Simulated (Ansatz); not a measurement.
Consider the following.

HfC:
```
HfC
1.0
    3.20102     0.00000     0.00000
   -1.60051     2.77217     0.00000
    0.00000     0.00000     2.88807
Hf C
1 1
Direct
  0.00000   0.00000   0.00000
  0.33333   0.66667   0.50000
```

This is the PBEsol-relaxed structure. Cartesian axes are those of the cell as given.

All from plane-wave PAW PBEsol (Ansatz code), unless another level is named. Predict the bulk modulus (Birch–Murnaghan fit).

210 GPa.

Predict the elastic constants (relaxed ions, GPa).

C11 = 372, C12 = 114, C13 = 107, C33 = 533, C44 = -60.4.

Give the highest zone-centre frequency.

370 cm⁻¹.

Space group P-6m2. The start of the workflow was typed in or built on a structure type; neither database checked (COD, Materials Project) lists it. It is not the phase usual at ambient conditions (space group No. 225). The PBEsol relaxation kept the symmetry of its start. At this level the phase is mechanically unstable. The run is not spin-polarised. As this level gives no gap, shear constants depend on the k-mesh and smearing (Fermi–Dirac, 0.1 eV here). As this level gives no gap, phonon frequencies hold no LO–TO term and depend on the k-mesh and smearing (Fermi–Dirac, 0.1 eV here). Spin–orbit coupling is left out wherever it is not named.

Potentials: the later of the program's two PAW sets.
